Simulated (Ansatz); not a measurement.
La2O3:
```cif
data_La2O3
_chemical_formula_sum 'La2 O3'
_space_group_name_H-M_alt 'P-3m1'
_space_group_IT_number 164
_space_group_name_Hall '-P 3 2"'
_cell_length_a 3.93533
_cell_length_b 3.93533
_cell_length_c 6.12550
_cell_angle_alpha 90.000
_cell_angle_beta 90.000
_cell_angle_gamma 120.000
loop_
_atom_site_label
_atom_site_type_symbol
_atom_site_symmetry_multiplicity
_atom_site_Wyckoff_symbol
_atom_site_fract_x
_atom_site_fract_y
_atom_site_fract_z
_atom_site_occupancy
La1 La 2 d 0.33333 0.66667 0.24611 1
O1 O 2 d 0.66667 0.33333 0.35386 1
O2 O 1 a 0.00000 0.00000 0.00000 1
```

Relaxed at zero pressure with DFT-r²SCAN in the program Ansatz with PAW potentials.

Q: The volume is raised by 9 % and shape and atoms relax at that volume. What pressure results, and how do the axes share the change?

A: -8.5 GPa; a 1.8 %, b 1.8 %, c 5.2 %; the energy rises by 42 meV/atom.

Q: Give the new structure.

A: 
Space group P-3m1 (No. 164); a = b = 4.005 Å, c = 6.446 Å, α = β = 90.00°, γ = 120.00°

```
atom  site  symmetry       x       y       z
----  ----  --------  ------  ------  ------
La      2d       3m.  0.3333  0.6667  0.2522
O       2d       3m.  0.6667  0.3333  0.3565
O       1a      -3m.  0.0000  0.0000  0.0000
```

The phase is kept; no other phase was compared at this pressure.

Symmetry was held in the r²SCAN relaxation; of distortions, only those at the zone centre were tested. Spin–orbit coupling is left out wherever it is not named.

Potentials: the earlier of the program's two PAW sets.
